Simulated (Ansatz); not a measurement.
An Ansatz (a first-principles code) input:

Ansatz 0.2 input:
```yaml
crystal:
  lattice:
    - [0.0, 2.816808337, 2.816808337]
    - [2.816808337, 0.0, 2.816808337]
    - [2.816808337, 2.816808337, 0.0]
  atoms:
    - { symbol: Zn, position: [0.0, 0.0, 0.0] }
    - { symbol: Se, position: [0.25, 0.25, 0.25] }
kpoints:
  mp_grid: { grid: [7, 7, 7] }
  band_path:
    path:
      - [[0.0, 0.0, 0.0], [0.5, 0.0, 0.5], [0.625, 0.25, 0.625]]  # Γ-X-U
      - [[0.375, 0.375, 0.75], [0.0, 0.0, 0.0], [0.5, 0.5, 0.5], [0.5, 0.25, 0.75], [0.5, 0.0, 0.5]]  # K-Γ-L-W-X
      - [VBM, CBM]
    npoints: 12
basis: { xc_grid: 2 }
hamiltonian:
  xc: pbesol
  pseudopotentials: { azcp: { folder: ./paw }, kind: paw_fr }
magnetization: { noncollinear: true, spin_orbit: true }
scf:
  n_extra_bands: 12
  convergence: { dr2_threshold: 0.0000000001 }
  occupations: { method: gaussian, width: 0.01 }
checkpoint: { write: soc.run }
output: { eigenvalues: true }
```

Problem. How many symmetry operations and irreducible k-points will the run report?

Solution. 24 operations, 20 of 343 k-points.

Problem. With a cutoff of 420 eV, how many plane waves at Γ?

Solution. 893.

It took about 30 core-seconds (a rough figure) on shared server cores.

Space group F-43m (zinc blende). The PBEsol relaxation kept the symmetry of its start.

Potentials: the earlier of the program's two PAW sets.

Ansatz is a plane-wave DFT program.
